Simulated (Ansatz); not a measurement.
What does Ansatz print for the nuclei with this input?

The cell is a computed structure from the Materials Project (it need not be an observed phase), atoms as given.

```yaml
crystal:
  lattice:
    - [5.963599775, 0.0, 0.0]
    - [-2.9817998875, 5.1646289031, 0.0]
    - [0.0, 0.0, 15.559775001]
  atoms:
    - { symbol: Ba, position: [0.0, 0.0, 0.380871] }
    - { symbol: Ba, position: [0.0, 0.0, 0.787246] }
    - { symbol: Ba, position: [0.3333333333, 0.6666666667, 0.640524] }
    - { symbol: Ba, position: [0.3333333333, 0.6666666667, 0.918687] }
    - { symbol: Ba, position: [0.0, 0.0, 0.035941] }
    - { symbol: Ba, position: [0.3333333333, 0.6666666667, 0.207197] }
    - { symbol: Li, position: [0.0, 0.0, 0.209443] }
    - { symbol: Nb, position: [0.6666666667, 0.3333333333, 0.817329] }
    - { symbol: Nb, position: [0.6666666667, 0.3333333333, 0.182869] }
    - { symbol: Ir, position: [0.6666666667, 0.3333333333, 0.001057] }
    - { symbol: Cl, position: [0.3333333333, 0.6666666667, 0.425285] }
    - { symbol: Cl, position: [0.0, 0.0, 0.581633] }
    - { symbol: O, position: [0.821568, 0.643136, 0.912971] }
    - { symbol: O, position: [0.993644, 0.496822, 0.759014] }
    - { symbol: O, position: [0.8306705, 0.661341, 0.246937] }
    - { symbol: O, position: [0.503178, 0.006356, 0.759014] }
    - { symbol: O, position: [0.503178, 0.496822, 0.759014] }
    - { symbol: O, position: [0.5149385, 0.029877, 0.088329] }
    - { symbol: O, position: [0.8306705, 0.1693295, 0.246937] }
    - { symbol: O, position: [0.970123, 0.4850615, 0.088329] }
    - { symbol: O, position: [0.5149385, 0.4850615, 0.088329] }
    - { symbol: O, position: [0.356864, 0.178432, 0.912971] }
    - { symbol: O, position: [0.338659, 0.1693295, 0.246937] }
    - { symbol: O, position: [0.821568, 0.178432, 0.912971] }
kpoints:
  mp_grid: { grid: [5, 5, 2] }
scf:
  occupations: { method: fermi_dirac, width: 0.02 }
hamiltonian:
  xc: pbe
  pseudopotentials: { kind: paw }
output:
  forces: true
  stress: true
  populations: true
  efg:
    quadrupole_moments_barn:
      Ba: 0.236
      Li: -0.0401
      Nb: -0.32
      Ir: 0.751
      Cl: -0.08112
      O: -0.02558
    contact_densities: true
```

```sh
ansatz run input.yaml --threads 2 --pin off --max-ram 5120MiB --backend cpu --events-out ev --progress --plain --runs-dir out
```

Of the output, the block on the nuclei alone is shown; the set-up, the SCF iterations, energies, forces and stress are cut. One atom of each set with nearly equal values is shown.

```
--- PAW observables at the nuclei: V_zz in 10²¹ V/m², potentials from the cell's mean, atoms counted from 1 ---
  atom   1  Ba V_zz =   -12.955928   η = 0.0000   by run symmetry: allowed   C_q = -73.9324 MHz
            electrostatic potential = -9621.596244 V   contact ρ = 2065455.968477 e/Å³
  atom   2  Ba V_zz =    +0.809569   η = 0.0000   by run symmetry: allowed   C_q = +4.6198 MHz
            electrostatic potential = -9622.968347 V   contact ρ = 2065457.631376 e/Å³
  atom   3  Ba V_zz =   -15.386870   η = 0.0000   by run symmetry: allowed   C_q = -87.8045 MHz
            electrostatic potential = -9622.375188 V   contact ρ = 2065461.154390 e/Å³
  atom   4  Ba V_zz =    +4.649456   η = 0.0000   by run symmetry: allowed   C_q = +26.5319 MHz
            electrostatic potential = -9622.714080 V   contact ρ = 2065453.668165 e/Å³
  atom   5  Ba V_zz =   +11.297116   η = 0.0000   by run symmetry: allowed   C_q = +64.4665 MHz
            electrostatic potential = -9622.889207 V   contact ρ = 2065460.008174 e/Å³
  atom   6  Ba V_zz =    -0.168447   η = 0.0000   by run symmetry: allowed   C_q = -0.9612 MHz
            electrostatic potential = -9623.178364 V   contact ρ = 2065458.093113 e/Å³
  atom   7  Li V_zz =    +0.663730   η = 0.0000   by run symmetry: allowed   C_q = -0.6436 MHz
            electrostatic potential = -171.974089 V   contact ρ = 94.810902 e/Å³
  atom   8  Nb V_zz =    +2.778416   η = 0.0000   by run symmetry: allowed   C_q = -21.4982 MHz
            electrostatic potential = -6133.347063 V   contact ρ = 540932.095237 e/Å³
  atom   9  Nb V_zz =    -0.634503   η = 0.0000   by run symmetry: allowed   C_q = +4.9095 MHz
            electrostatic potential = -6133.040951 V   contact ρ = 540930.705958 e/Å³
  atom  10  Ir V_zz =    +8.843371   η = 0.0000   by run symmetry: allowed   C_q = +160.5876 MHz
            electrostatic potential = -15777.259924 V   contact ρ = 11165961.366253 e/Å³
  atom  11  Cl V_zz =    -0.621288   η = 0.0000   by run symmetry: allowed   C_q = +1.2186 MHz
            electrostatic potential = -1777.900510 V   contact ρ = 24093.951641 e/Å³
  atom  12  Cl V_zz =    +0.440468   η = 0.0000   by run symmetry: allowed   C_q = -0.8640 MHz
            electrostatic potential = -1777.797411 V   contact ρ = 24093.828958 e/Å³
  atom  13  O  V_zz =    +7.482113   η = 0.2931   by run symmetry: allowed   C_q = -4.6278 MHz
            electrostatic potential = -624.195863 V   contact ρ = 2157.617112 e/Å³
  atom  14  O  V_zz =    -2.087847   η = 0.6814   by run symmetry: allowed   C_q = +1.2914 MHz
            electrostatic potential = -624.384339 V   contact ρ = 2158.261110 e/Å³
  atom  15  O  V_zz =    -2.195108   η = 0.2283   by run symmetry: allowed   C_q = +1.3577 MHz
            electrostatic potential = -624.322275 V   contact ρ = 2157.575223 e/Å³
  atom  18  O  V_zz =    +8.028109   η = 0.2796   by run symmetry: allowed   C_q = -4.9656 MHz
            electrostatic potential = -624.292039 V   contact ρ = 2158.016631 e/Å³
```

Hardware: 2 threads of Intel Xeon Processor @ 2.50GHz (Skylake/Cascade Lake) (x86_64; 62 cores open to the job, memory cap 5.0 GiB, no GPU), a shared host with a load of 0.8 a core. Wall time 2.2 min, CPU time 3.6 min, peak memory 1.3 GiB.

The largest force is 0.5 eV/Å, so the atoms aren't at the calculated equilibrium and relaxing them would move these values. Spin–orbit coupling is left out, which shifts gradients on Ir by a few per cent, and by more where contributions nearly cancel. With these PAW files V_zz is typically within 2 to 3 % of all-electron values, but misses above 10 % occur on Li.
